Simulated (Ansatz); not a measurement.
HfN (rock salt, Fm-3m), a = b = c = 4.5476 Å, α = β = γ = 90.00°; the cell used has 2 atoms.

Relaxed with PBE.

**Question.** Which orbitals make up the states near the Fermi level in DFT-PBE in the program Ansatz with PAW potentials?

**Answer.** Within 0.5 eV of the Fermi level: Hf 5d 77 %, N 2p 18 %. Projections are on Löwdin-orthogonalised atomic valence shells; empty p or d shells of many metals are not among them.

**Question.** Tabulate the density of states.

**Answer.** States/eV per cell of 2 atoms, in 0.25 eV bins, energy from the Fermi level.

```csv
E (eV),total,Hf 5d,N 2p,Hf 6s
-7.85,0.52,0.17,0.27,0.05
-7.60,0.84,0.26,0.45,0.09
-7.35,0.92,0.27,0.51,0.10
-7.10,0.97,0.26,0.55,0.10
-6.85,1.03,0.25,0.62,0.11
-6.60,0.78,0.18,0.48,0.08
-6.35,0.62,0.14,0.40,0.05
-6.10,0.91,0.26,0.58,0.04
-5.85,2.35,0.74,1.51,0.02
-5.60,4.08,1.14,2.74,0.01
-5.35,3.02,0.91,1.98,0.01
-5.10,1.90,0.59,1.24,0.01
-4.85,1.47,0.44,0.97,0.00
-4.60,1.17,0.33,0.80,0.00
-4.35,0.96,0.24,0.68,0.00
-4.10,0.80,0.17,0.60,0.00
-3.85,0.55,0.09,0.44,0.00
-3.60,0.21,0.03,0.17,0.00
-3.35,0.13,0.03,0.10,0.00
-3.10,0.11,0.04,0.06,0.00
-2.85,0.10,0.06,0.03,0.00
-2.60,0.13,0.09,0.04,0.00
-2.35,0.17,0.12,0.05,0.00
-2.10,0.21,0.15,0.06,0.00
-1.85,0.25,0.18,0.06,0.00
-1.60,0.29,0.21,0.07,0.00
-1.35,0.33,0.25,0.08,0.00
-1.10,0.37,0.28,0.08,0.00
-0.85,0.42,0.32,0.09,0.00
-0.60,0.48,0.36,0.09,0.00
-0.35,0.56,0.43,0.10,0.01
-0.10,0.61,0.47,0.11,0.01
0.15,0.65,0.49,0.12,0.01
0.40,0.67,0.51,0.12,0.01
0.65,0.70,0.54,0.12,0.02
0.90,0.76,0.58,0.13,0.02
1.15,0.75,0.58,0.12,0.02
1.40,0.77,0.60,0.12,0.02
1.65,0.79,0.62,0.12,0.02
1.90,0.90,0.68,0.12,0.03
2.15,0.96,0.73,0.12,0.04
2.40,1.13,0.86,0.15,0.05
2.65,1.30,0.98,0.17,0.06
2.90,1.46,1.11,0.20,0.06
3.15,1.71,1.30,0.22,0.07
3.40,2.21,1.71,0.30,0.07
3.65,1.90,1.50,0.22,0.07
3.90,1.70,1.33,0.19,0.08
4.15,1.68,1.30,0.18,0.09
4.40,1.66,1.25,0.17,0.10
4.65,1.78,1.32,0.17,0.12
```

The PBE relaxation kept the symmetry of its start; of distortions, only those at the zone centre were tested. The run is not spin-polarised. With an odd number of electrons in the cell and no spin polarisation, the count alone makes it a metal. Spin–orbit coupling is left out wherever it is not named.

Potentials: the later of the program's two PAW sets.
